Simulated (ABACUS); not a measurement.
Band structure of HfSi (Pnma, 8 atoms in the cell; from Materials Project mp-1042).

```yaml
crystal:
  lattice:
    - [6.86240, 0.00000, 0.00000]
    - [0.00000, 3.76823, 0.00000]
    - [0.00000, 0.00000, 5.22345]
  atoms:
    - { symbol: Hf, position: [0.67514, 0.25000, 0.37439] }
    - { symbol: Hf, position: [0.32486, 0.75000, 0.62561] }
    - { symbol: Hf, position: [0.82486, 0.75000, 0.87439] }
    - { symbol: Hf, position: [0.17514, 0.25000, 0.12561] }
    - { symbol: Si, position: [0.54312, 0.25000, 0.86087] }
    - { symbol: Si, position: [0.45688, 0.75000, 0.13913] }
    - { symbol: Si, position: [0.95688, 0.75000, 0.36087] }
    - { symbol: Si, position: [0.04312, 0.25000, 0.63913] }
```

Computed with LDA (PW92), PseudoDojo 0.4 standard norm-conserving LDA (tails mended) pseudopotentials (plane waves; ABACUS).

Settings: KPT = Gamma 3 5 3 0 0 0; basis_type = pw; dft_functional = PWLDA; ecutwfc = 58 Ry; smearing_method = fd; smearing_sigma = 0.00734986 Ry; potentials = PseudoDojo 0.4 standard norm-conserving LDA (tails mended); symmetry = 1; symmetry_prec = 1e-05; nbands = 44; ks_solver = dav_subspace; scf_nmax = 100; scf_thr = 1.0e-09 Ry; mixing_type = pulay.

Spin-orbit coupling is left out, which matters for bands and gaps with elements this heavy. The structure comes from a collection of computed structures, made at another level of theory; the collection holds predicted forms beside known ones. No clean gap shows at this smearing width and mesh (spacing up to 0.40 Å⁻¹); the mesh is coarse for partly filled bands, so the values carry mesh errors.

Points are given in units of this cell's reciprocal vectors. Levels in eV from the Fermi level, bands 29 to 36:
| point | 29 | 30 | 31 | 32 | 33 | 34 | 35 | 36 |
|---|---|---|---|---|---|---|---|---|
| Γ (0 0 0) | -0.86 | -0.58 | -0.36 | -0.28 | 0.31 | 0.57 | 0.81 | 1.18 |
| X (0 0.5 0) | -2.12 | -2.12 | -1.71 | -1.71 | 1.99 | 1.99 | 2.42 | 2.42 |
| S (0 0.5 0.5) | -0.86 | -0.86 | -0.61 | -0.61 | -0.12 | -0.12 | 0.79 | 0.79 |
| Y (0 0 0.5) | -1.27 | -1.27 | -0.25 | -0.25 | 0.82 | 0.82 | 0.87 | 0.87 |
| Z (0.5 0 0) | -0.96 | -0.96 | -0.64 | -0.64 | 0.00 | 0.00 | 1.02 | 1.02 |
| U (0.5 0.5 0) | -2.04 | -2.04 | -2.04 | -2.04 | 2.76 | 2.76 | 2.76 | 2.76 |
| R (0.5 0.5 0.5) | -1.73 | -1.73 | -1.73 | -1.73 | 1.84 | 1.84 | 1.84 | 1.84 |
| T (0.5 0 0.5) | -1.28 | -1.28 | -0.81 | -0.81 | 0.47 | 0.47 | 1.23 | 1.23 |

4 bands cross the Fermi level along this path, so the cell has no gap at this level.

The Fermi level comes from the SCF mesh, which can miss band crossings, so its place against them is uncertain.

“Tails mended”: in these copies of the files the far tail of each local potential was reset to the Coulomb form.
